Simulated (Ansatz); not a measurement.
SiB12C2 (R-3m), relaxed with PBE (Ansatz, a quantum-chemistry and plane-wave program, plane waves, PAW): a = b = 5.6469 Å, c = 12.6652 Å, α = β = 90.00°, γ = 120.00°.

| Quantity | Result |
|---|---|
| gap (eV) | 1.61 |
| ΔH_f (eV/atom) | -0.01 |
| B₀ by P(V) fit (GPa) | 215 |
| electron conductivity mass (mₑ) | 0.47 |

Task: The same phase is relaxed and computed with r²SCAN in the same code. What are the cell and these values now?

Result: a = b = 5.641 Å, c = 12.619 Å, α = β = 90.00°, γ = 120.00°.

gap (eV): 1.87
ΔH_f (eV/atom): -0.02
B₀ by P(V) fit (GPa): 222
electron conductivity mass (mₑ): 0.47

Typed or built starts, not in the databases checked: SiB12C2, R-3m (B on 18h, B on 18h, C on 6c, Si on 3b). All cells were relaxed under the symmetry of their starts (and spin orders); stability against distortions was not tested throughout.

Potentials: the earlier of the program's two PAW sets.

Ansatz is a plane-wave DFT program.

Formation energies count from the lowest solids of the elements computed at the same level, not from gases.
